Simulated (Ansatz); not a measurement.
The start is a relaxed Bi cell with every coordinate shifted by Gaussian noise of σ = 0.2 Å. A full variable-cell relaxation at zero pressure is run with PBE (plane waves to 420 eV, PAW, scalar-relativistic; Ansatz, a first-principles code). The first steps use a coarse 9×9×9 k-mesh.

Initial structure:
```
CELL_PARAMETERS angstrom
      2.29116     1.32280     4.05833
     -2.29116     1.32280     4.05833
      0.00000    -2.64560     4.05833
ATOMIC_POSITIONS crystal
  Bi 0.25726 0.17877 0.22790
  Bi 0.78021 0.86499 0.71288
```

```yaml
largest_initial_force: 3.83 eV/Å, on Bi1, Bi2 (atoms numbered as listed)
energy_released: 0.50 eV/atom
Shortest distances (start → end): "The closest pairs of elements (up to four, under 3.6 Å), start → end: Bi–Bi 2.67 → 3.11 Å"
band_gap_at_the_end: no gap (metallic)
optimiser_moves: 10
```

The end point of the relaxation:

Space group R-3m, hexagonal axes (No. 166); a = 4.5819 Å, b = 4.5819 Å, c = 12.1774 Å, α = 90.00°, β = 90.00°, γ = 120.00°

```
atom  site  symmetry       x       y       z
----  ----  --------  ------  ------  ------
Bi      6c        3m  0.0000  0.0000  0.2666
```
(The calculation used a cell of 2 atoms; values per cell refer to that cell.)

Final values are on a 12×12×12 k-mesh of the relaxed cell. No spin polarisation in the result.

The run could not lose the symmetry of its start.
